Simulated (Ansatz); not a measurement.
## BaMgF$_{4}$: reading a single point

```yaml
crystal:
  lattice:
    - [2.07941, 7.31244, 0.00000]
    - [2.07941, -7.31244, 0.00000]
    - [0.00000, 0.00000, -5.86452]
  atoms:
    - { symbol: Ba, position: [0.85166, 0.14834, 0.46580] }
    - { symbol: Ba, position: [0.14834, 0.85166, 0.96580] }
    - { symbol: Mg, position: [0.41447, 0.58553, 0.00000] }
    - { symbol: Mg, position: [0.58553, 0.41447, 0.50000] }
    - { symbol: F, position: [0.30450, 0.69550, 0.19550] }
    - { symbol: F, position: [0.69550, 0.30450, 0.69550] }
    - { symbol: F, position: [0.33470, 0.66530, 0.73500] }
    - { symbol: F, position: [0.66530, 0.33470, 0.23500] }
    - { symbol: F, position: [0.47550, 0.52450, 0.31080] }
    - { symbol: F, position: [0.52450, 0.47550, 0.81080] }
    - { symbol: F, position: [0.92110, 0.07890, 0.00920] }
    - { symbol: F, position: [0.07890, 0.92110, 0.50920] }
```

Single point in Ansatz 0.2.0 with r2SCAN, no spin polarisation. Cutoff 500 eV, PAW datasets, 6×6×5 Γ-centred k mesh, fermi-dirac filling (width 0.1 eV).

- Electronic structure: The gap is 7.82 eV, indirect (the least direct gap found is 7.90 eV).
- Forces: The largest is on Ba1 (and as large on other atoms): 0.10 eV/Å, components (0.00, 0.01, 0.10). It makes 127° with the line to a nearest neighbour, F7 at 2.62 Å.
- Formation energy: -4.01 eV an atom against the elements' usual phases (free molecules for gases, crystals otherwise, with no correction for O₂ or N₂), so it is bound against them; other compounds may still compete. Relaxing would lower it.
- Contacts: Mg–F at 1.94 Å: least valence density 0.32 e/Å³ and ELF 0.07 there, a closed-shell (ionic or weak) contact. Ba–F at 2.62 Å: least valence density 0.22 e/Å³ and ELF 0.08 there, a closed-shell (ionic or weak) contact. Both are smooth PAW fields, read partly inside the augmentation spheres.

Origin: a database entry at a rescaled volume.
